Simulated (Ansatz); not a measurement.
Problem. Ga (α-Ga, Cmce) is relaxed with r²SCAN (plane waves, PAW; program Ansatz). What lattice parameters of the conventional cell result?

Solution. a = 4.474 Å, b = 7.597 Å, c = 4.526 Å.

Problem. Give the free coordinates with the occupied sites.

Solution. In one choice of origin and axes:

```tsv
atom	site	symmetry	x	y	z
Ga	8f	m..	0.0000	0.3440	0.4154
```

Symmetry was held in the r²SCAN relaxation. Axis ratios of metals converge slowly with the k-mesh, so a and c are less sure than the volume.

Potentials: the earlier of the program's two PAW sets.
